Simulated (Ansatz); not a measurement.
Li$_{2}$Pd:
```xyz
3
Lattice="4.2168 0.0000 0.0000 -2.1084 3.6519 0.0000 0.0000 0.0000 2.6904" Properties=species:S:1:pos:R:3 pbc="T T T"
Pd     0.0000     0.0000     0.0000
Li     0.0000     2.4346     1.3452
Li     2.1084     1.2173     1.3452
```

Relaxed with r²SCAN. Special points in fractions of this cell's reciprocal vectors: Γ (0.000, 0.000, 0.000); M (0.500, 0.000, 0.000); K (0.333, 0.333, 0.000); A (0.000, 0.000, 0.500); L (0.500, 0.000, 0.500); H (0.333, 0.333, 0.500).

Task: List the band energies nearest the Fermi level at these points for r²SCAN (plane waves, PAW; program Ansatz).

Result: In eV from the Fermi level; about four levels below and three above (degenerate sets whole), none deeper than 8.9 eV; … stands for higher levels left out; points with the same levels are listed once.

```csv
k,below,above
Γ,-3.18 -3.18 -1.16 -1.16,4.32 4.32 6.03 6.03
M,-1.97 -1.86 -1.25 -1.18,0.88 7.51 13.06
K,-1.22 -1.22 -0.62 -0.62,9.34 …
A,-3.45 -3.45 -3.40 -2.30 -2.30,0.85 1.92 7.37 7.37
L,-3.65 -2.74 -1.93 -1.22,0.77 1.51 4.16
H,-3.75 -3.75 -2.33 -2.33 -1.19,1.62 2.36 2.36
```

Space group P6/mmm. The workflow started from an entry of the Crystallography Open Database (COD). Whether it is the stable phase at ambient conditions was not checked. Symmetry was held in the r²SCAN relaxation; whether a distortion lowers the energy is not shown. The run is not spin-polarised. Scalar-relativistic: spin–orbit coupling is off unless named, which matters more the heavier the elements.

Potentials: the later of the program's two PAW sets.
